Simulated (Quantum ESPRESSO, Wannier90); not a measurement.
**Wannier functions of Mg₂Sn (Fm-3m)**

```
CELL_PARAMETERS angstrom
      0.00000     3.38015     3.38015
      3.38015     0.00000     3.38015
      3.38015     3.38015     0.00000
ATOMIC_POSITIONS crystal
  Mg 0.25000 0.25000 0.25000
  Mg 0.75000 0.75000 0.75000
  Sn 0.00000 0.00000 0.00000
```

Cell from Materials Project (mp-2343), symmetrised, no further relaxation. COD (Crystallography Open Database) has the formula in 2 space groups, this one among them (matched by group alone). Computed values, not measurements, from PBEsol: Quantum ESPRESSO (norm-conserving PseudoDojo potentials, cutoff 68 Ry, no spin polarisation, no spin-orbit coupling) on a Γ-centred 8×8×8 mesh, then Wannier90. Density: 12×12×12 mesh, Gaussian smearing 0.01 Ry. Spin-orbit coupling is left out although heavy elements are present.

Base run: 12 functions from bands 14-34 of the 34 computed, start hydrogen-like Mg: s;p; Sn: s;p, centres 0.05 Å off the atoms, frozen window up to 1.50 eV relative to the Fermi level, outer window open. One setting was then changed (edges relative to the Fermi level; misfit to pw.x on a path, for states up to 1.0 eV relative to the Fermi level).

```csv
run,Ω_I (Å²),rms misfit (meV),worst (meV)
base,24.00,4.0,24
changed,22.87,88,458
```

Problem. Which change was made?
A. outer window to 14.91 eV
B. only the lowest 18 of the kept bands
C. frozen window to 0.50 eV
D. frozen window to -1.50 eV

Solution. D, frozen window to -1.50 eV. The others give:

```tsv
run	Ω_I (Å²)	rms misfit (meV)	worst (meV)
frozen window to 0.50 eV	23.23	22	232
outer window to 14.91 eV	25.43	2.9	20
only the lowest 18 of the kept bands	28.42	3.8	15
```
